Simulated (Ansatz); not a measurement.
**Profile along the N–Ti line in TiN (rock salt)**

TiN (rock salt)

```
CELL_PARAMETERS angstrom
      0.00000     2.12337     2.12337
      2.12337     0.00000     2.12337
      2.12337     2.12337     0.00000
ATOMIC_POSITIONS crystal
  N  0.00000 0.00000 0.00000
  Ti 0.50000 0.50000 0.50000
```

Fields along a shortest N–Ti line of a {100} plane (2.12 Å), from N to Ti, interpolated on the slice's grid (step about 0.1 Å). Calculation: PBE (plane waves to 420 eV, PAW, scalar-relativistic; Ansatz, a first-principles code). k mesh 19×19×19. Near the nuclei the fields are pseudised (PAW); where an atom keeps semicore shells as valence, they peak there. The PAW data are Ansatz's earlier set. TiN is run without spin polarisation. TiN was relaxed with its symmetry unable to fall.

| distance from N (Å) | valence electron density (e/Å³) | electron localisation function |
|---|---|---|
| 0.00 | 3.32 | x |
| 0.21 | 3.47 | x |
| 0.42 | 2.83 | 0.66 |
| 0.64 | 1.45 | 0.81 |
| 0.85 | 0.74 | 0.65 |
| 1.06 | 0.51 | 0.18 |
| 1.27 | 0.82 | 0.23 |
| 1.48 | 2.73 | 0.64 |
| 1.70 | 6.85 | 0.74 |
| 1.91 | 10.75 | x |
| 2.12 | 12.14 | x |

x: too close to a nucleus for the ELF to mean much.

Density on the N–Ti line (2.12 Å) at its midpoint: 0.51 e/Å³. ELF at that point: 0.18.
